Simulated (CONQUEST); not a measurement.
A self-consistent single point of CdS (P6_3mc, 8 atoms in the cell; from Materials Project mp-672) with CONQUEST.

Level of theory: LDA (PW92), numerical atomic orbitals double-zeta with polarisation (the shipped basis), PseudoDojo norm-conserving potentials made for LDA in CONQUEST 1.3.

```xyz
8
Lattice="4.1688 0.0000 0.0000 0.0000 7.2206 0.0000 0.0000 0.0000 6.7796" Properties=species:S:1:pos:R:3 pbc="T T T"
Cd     2.0844     1.2034     3.3913
Cd     0.0000     2.4069     0.0015
Cd     0.0000     4.8138     3.3913
Cd     2.0844     6.0172     0.0015
S      2.0844     1.2034     5.9442
S      0.0000     2.4069     2.5544
S      0.0000     4.8138     5.9442
S      2.0844     6.0172     2.5544
```

Reference input (self-consistent single point, DFT, LDA (PW92), numerical atomic orbitals double-zeta with polarisation (the shipped basis), PseudoDojo norm-conserving potentials made for LDA): basis = DZP; Diag.MPMeshX, Y, Z = 4 3 3; potentials = PseudoDojo norm-conserving LDA; Grid.GridCutoff = 140 Ha; DM.SolutionMethod = diagon; Diag.kT = 0.000735 Ha; Diag.GammaCentred = true; minE.SCTolerance = 1.0e-07; SC.MaxIters = 100; SC.LinearMixingFactor = 0.5; SC.KerkerPreCondition = true; SC.KerkerFactor = 0.1 1/bohr. This run's input differs from it in these lines:

```diff
@@ -18,3 +18,3 @@
 Diag.MPMesh                    T
-Diag.MPMeshX                   4
+Diag.MPMeshX                   5
 Diag.MPMeshY                   3
```

The program printed (abridged):

```
    new_SC_potl: Starting.  Tolerance:  0.10000E-06

    PulayMixSC: Starting Pulay mixing, A_up =  0.500 A_dn =  0.500
    PulayMixSC: Spin non-polarised calculation.
    PulayMixSC: with Kerker preconditioning, q0 =  0.100
          Harris-Foulkes Energy            :      -745.552445745557407 Ha
          (TS=0 as O(N) or entropic contribution is negligible)
          DFT Total Energy                 :      -745.394751933935254 Ha
          Total number of electrons        :       103.999999999997115
    PulayMixSC: Pulay iteration     1 residual:              0.13365E-02
   [... lines left out ...]
          (TS=0 as O(N) or entropic contribution is negligible)
          DFT Total Energy                 :      -745.485162605225696 Ha
          Total number of electrons        :       104.000104192361860
    PulayMixSC: Pulay iteration     7 residual:              0.17446E-06
          Harris-Foulkes Energy            :      -745.485162605245705 Ha
          (TS=0 as O(N) or entropic contribution is negligible)
          DFT Total Energy                 :      -745.485162605258438 Ha
          Total number of electrons        :       104.000104224320438
    PulayMixSC: Pulay iteration     8 residual:              0.18531E-07
    PulayMixSC: Reached SCF tolerance of  0.18531E-07 after      8 iterations
      | Number of electrons      =       104.000104
      |* band energy as 2Tr[K.H] =      -122.335741094517488 Ha
      |  screened ion-ion energy =      -613.935799657077496 Ha
      |  Ha correction           =         3.443913680511073 Ha
      |  XC correction           =       -12.657535857361278 Ha
      |* Harris-Foulkes energy   =      -745.485162605245705 Ha
      |* DFT total energy        =      -745.485162605258438 Ha
      |  estimated accuracy      =         0.000000000012733 Ha

    force: Forces on atoms (Ha/a0)
    force:  Atom   X              Y              Z
    force:     1  -0.0000000050   0.0001058692   0.0000680635
    force:     2   0.0000000000  -0.0001058692   0.0000680634
   [... lines left out ...]
    force: Maximum force :        0.00010587(Ha/a0) on atom         3 in y direction
   [... lines left out ...]
    force: Force Residual:        0.00009860 Ha/a0
    force: Total stress:          3.01374838     0.00000000    -0.00000000 GPa
                             0.00000000     3.08699713    -0.00000000
                            -0.00000000    -0.00000000     3.03244050
    force: Average pressure:     -3.04439534 GPa

    force: Finished force
    get_E_and_F: Change in energy during last step of electronic optimisation: -0.11205E-08
```

The run converged in 8 iterations. CONQUEST prints the stress tensor with tension positive. Against the reference run the free energy drops by 2.2 meV/atom and the pressure moves little (-3.02 to -3.04 GPa).

The program uses no crystal symmetry, so grid and mesh can part values that symmetry would make equal. The atom-centred basis is finite, which shifts total energies and pressures against plane waves. This run is one point of a test of settings, so its values need not be converged; read them against the reference run alone. The structure comes from a collection of computed structures, made at another level of theory; the collection holds predicted forms beside known ones.

Cost on one core: very roughly 40 core-seconds.
